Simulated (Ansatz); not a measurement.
Input, command and steps of an Ansatz relaxation.

```yaml
crystal:
  lattice:
    - [4.9182202349, 0.0, 0.0]
    - [0.0, 2.8345053468, 0.0]
    - [0.0, 0.0, 5.5123195538]
  atoms:
    - { symbol: Fe, position: [0.9952753371, 0.75, 0.1997153883], spin: 0.41 }
    - { symbol: Fe, position: [0.0047246629, 0.25, 0.8002846117], spin: 0.41 }
    - { symbol: Fe, position: [0.5047246629, 0.25, 0.6997153883], spin: 0.41 }
    - { symbol: Fe, position: [0.4952753371, 0.75, 0.3002846117], spin: 0.41 }
    - { symbol: P, position: [0.8124056421, 0.75, 0.5639278058] }
    - { symbol: P, position: [0.1875943579, 0.25, 0.4360721942] }
    - { symbol: P, position: [0.6875943579, 0.25, 0.0639278058] }
    - { symbol: P, position: [0.3124056421, 0.75, 0.9360721942] }
basis:
  ecutwfc: 420
kpoints:
  mp_grid: { grid: [8, 12, 6] }
hamiltonian:
  xc: pbesol
scf:
  occupations: { method: gaussian, width: 0.1 }
output:
  forces: true
  stress: true
  eigenvalues: true
  populations: true
  write_density: true
  write_potential: true
  elf: true
  volumetric_format: npy
magnetization:
  spin_polarized: true
relax:
  adjacent_minimum: "off"
  f_tol: 0.01
  max_steps: 30
  cell: { stress_tol: 0.1, fix: [volume] }
```

```bash
ansatz run input.yaml --threads 2 --pin off --max-ram 5120MiB --backend cpu --events-out ev --progress --plain --runs-dir out
```

Computed with DFT PBEsol, scalar-relativistic, plane waves, PAW (Ansatz).

The volume is held at 0.88 times that of the relaxed cell.

Of 6 frames 5 are shown, positions in Å and forces in eV/Å; the SCF threshold varies from step to step. Steps run on the plane waves of an earlier cell, with a Pulay correction in the pressure. The basis is chosen afresh for the last frame, the zero of the energies, and at times for earlier ones too; energy and pressure step there, also at an unchanged geometry. The mark taken_back stands on steps that the optimiser undid.

```xyz
8
Lattice="4.9182 0.0000 0.0000 0.0000 2.8345 0.0000 0.0000 0.0000 5.5123" Properties=species:S:1:pos:R:3:forces:R:3 pbc="T T T" step=1 free_energy_over_end_meV_per_atom=0.77 pressure_GPa=40.13
Fe    4.8950    2.1259    1.1009   -0.0498    0.0000   -0.0896
Fe    0.0232    0.7086    4.4114    0.0498    0.0000    0.0896
Fe    2.4823    0.7086    3.8571    0.0498    0.0000   -0.0896
Fe    2.4359    2.1259    1.6553   -0.0498    0.0000    0.0896
P     3.9956    2.1259    3.1086    0.0916    0.0000   -0.0410
P     0.9226    0.7086    2.4038   -0.0916    0.0000    0.0410
P     3.3817    0.7086    0.3524   -0.0916    0.0000   -0.0410
P     1.5365    2.1259    5.1599    0.0916    0.0000    0.0410
8
Lattice="4.9275 0.0000 0.0000 0.0000 2.8232 0.0000 0.0000 0.0000 5.5238" Properties=species:S:1:pos:R:3:forces:R:3 pbc="T T T" step=2 free_energy_over_end_meV_per_atom=0.13 pressure_GPa=39.66
Fe    4.9032    2.1174    1.1010   -0.0349    0.0000   -0.0162
Fe    0.0243    0.7058    4.4228    0.0349    0.0000    0.0162
Fe    2.4881    0.7058    3.8629    0.0349    0.0000   -0.0162
Fe    2.4394    2.1174    1.6609   -0.0349    0.0000    0.0162
P     4.0054    2.1174    3.1117    0.0351    0.0000   -0.0199
P     0.9221    0.7058    2.4122   -0.0351    0.0000    0.0199
P     3.3859    0.7058    0.3497   -0.0351    0.0000   -0.0199
P     1.5417    2.1174    5.1741    0.0351    0.0000    0.0199
8
Lattice="4.9311 0.0000 0.0000 0.0000 2.8164 0.0000 0.0000 0.0000 5.5333" Properties=species:S:1:pos:R:3:forces:R:3 pbc="T T T" step=3 free_energy_over_end_meV_per_atom=0.02 pressure_GPa=39.38
Fe    4.9052    2.1123    1.1025   -0.0138    0.0000    0.0028
Fe    0.0259    0.7041    4.4308    0.0138    0.0000   -0.0028
Fe    2.4914    0.7041    3.8691    0.0138    0.0000    0.0028
Fe    2.4397    2.1123    1.6641   -0.0138    0.0000   -0.0028
P     4.0097    2.1123    3.1145   -0.0027    0.0000   -0.0039
P     0.9215    0.7041    2.4188    0.0027    0.0000    0.0039
P     3.3870    0.7041    0.3478    0.0027    0.0000   -0.0039
P     1.5441    2.1123    5.1854   -0.0027    0.0000    0.0039
8
Lattice="4.9327 0.0000 0.0000 0.0000 2.8166 0.0000 0.0000 0.0000 5.5310" Properties=species:S:1:pos:R:3:forces:R:3 pbc="T T T" step=4 free_energy_over_end_meV_per_atom=0.02 pressure_GPa=39.37 taken_back
Fe    4.9048    2.1125    1.1025    0.0103    0.0000   -0.0144
Fe    0.0279    0.7042    4.4285   -0.0103    0.0000    0.0144
Fe    2.4943    0.7042    3.8680   -0.0103    0.0000   -0.0144
Fe    2.4384    2.1125    1.6630    0.0103    0.0000    0.0144
P     4.0108    2.1125    3.1130    0.0005    0.0000   -0.0019
P     0.9219    0.7042    2.4180   -0.0005    0.0000    0.0019
P     3.3882    0.7042    0.3475   -0.0005    0.0000   -0.0019
P     1.5445    2.1125    5.1835    0.0005    0.0000    0.0019
8
Lattice="4.9311 0.0000 0.0000 0.0000 2.8167 0.0000 0.0000 0.0000 5.5327" Properties=species:S:1:pos:R:3:forces:R:3 pbc="T T T" step=6 free_energy_over_end_meV_per_atom=0.00 pressure_GPa=39.38
Fe    4.9042    2.1125    1.1024   -0.0018    0.0000    0.0013
Fe    0.0269    0.7042    4.4303    0.0018    0.0000   -0.0013
Fe    2.4924    0.7042    3.8688    0.0018    0.0000    0.0013
Fe    2.4387    2.1125    1.6639   -0.0018    0.0000   -0.0013
P     4.0096    2.1125    3.1140    0.0007    0.0000   -0.0003
P     0.9215    0.7042    2.4187   -0.0007    0.0000    0.0003
P     3.3871    0.7042    0.3476   -0.0007    0.0000   -0.0003
P     1.5441    2.1125    5.1851    0.0007    0.0000    0.0003
```

Time: 2.1 min on 2 threads of Intel(R) Xeon(R) 6975P-C (Granite Rapids) (shared host), peak memory 1 GiB.